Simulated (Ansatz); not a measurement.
**What settings do to one calculation: C started on an As site next to an As vacancy in zincblende AlAs, 15 atoms, charge +1**

Ansatz (PAW, plane waves), atoms fixed. The base input:

```yaml
crystal:
  lattice:
    - [11.348197, 0.000000, 0.000000]
    - [0.000000, 5.674099, 0.000000]
    - [0.000000, 0.000000, 5.674099]
  atoms:
    - { symbol: Al, position: [0.003581, 0.005847, 0.010990] }
    - { symbol: Al, position: [0.499377, 0.987466, 0.995845], spin: 0.429 }
    - { symbol: Al, position: [0.255590, 0.487708, 0.988275], spin: 0.429 }
    - { symbol: Al, position: [0.741827, 0.487547, 0.011472], spin: 0.429 }
    - { symbol: Al, position: [0.244488, 0.984445, 0.489478], spin: 0.429 }
    - { symbol: Al, position: [0.752082, 0.001754, 0.499750], spin: 0.429 }
    - { symbol: Al, position: [0.994983, 0.492774, 0.524908] }
    - { symbol: Al, position: [0.499918, 0.495036, 0.487229], spin: 0.429 }
    - { symbol: As, position: [0.124603, 0.250796, 0.256227] }
    - { symbol: As, position: [0.871774, 0.733754, 0.239727] }
    - { symbol: As, position: [0.382689, 0.254046, 0.769083] }
    - { symbol: As, position: [0.874687, 0.242565, 0.739791] }
    - { symbol: As, position: [0.131515, 0.753955, 0.743360] }
    - { symbol: As, position: [0.627524, 0.746349, 0.726135] }
    - { symbol: C, position: [0.624355, 0.261283, 0.235887], spin: 0.429 }
  symmetry: { detect: false }
kpoints:
  mp_grid: { grid: [1, 1, 1], shift: [0.25, 0.25, 0.25] }
hamiltonian:
  xc: pbesol
total_charge: 1
magnetization:
  spin_polarized: true
scf:
  occupations: { method: fermi_dirac, width: 0.01 }
output:
  forces: true
  eigenvalues: true
  populations: true
  charged_corrections: { epsilon: 10.1 }
```

Command:

```sh
ansatz run in.yaml --threads 2 --pin off --max-ram 19000MiB --runs-dir r --events-out ev --progress --plain --backend cuda --devices 0, --max-vram 18GiB
```

It converged in 18 iterations and 4.9 s of wall time on one NVIDIA H100 with 2 processor threads, on a host shared with other runs; peak host memory 1.2 GiB; largest force component 1.74 eV/Å. The cutoff was the default, 420 eV. The base isn't a converged reference: it has few k points, and its atoms are unrelaxed. Each run below changes the keys shown and caps the iterations.

```tsv
run	changed	ending	iterations	free energy less the base (meV per atom)	rms change of forces (eV/Å)	change of pressure (GPa)	wall time (s, shared host)
1	xc lda, max_iter 70	converged	17	other zero	0.103	–	2.6 GPU
3	width 0.5 eV, max_iter 70	converged	18	-116.0	0.290	–	3.1 GPU
4	accuracy low (cutoff and grids as in the base), max_iter 60	converged	18	0.0	0.000	–	3.5 GPU
5	xc_grid 2 (2 is the default), max_iter 50	converged	18	0.0	0.000	–	3.1 GPU
6	dispersion d3bjatm, max_iter 80	converged	18	other zero	0.054	–	3.2 GPU
```

«Other zero»: another functional, charge or dispersion term moves the zero of energy, so the difference says nothing of accuracy.

Runs lost to time or memory, or doubtful for a known weakness of the program, are left out.

Which changes leave the result alone, and which of the same physical model moves the forces most?

The forces move by under 0.002 eV/Å in runs 4, 5. Run 3 (width 0.5 eV, max_iter 70) moves them most among the runs with the same functional, charge and dispersion term, by 0.290 eV/Å.
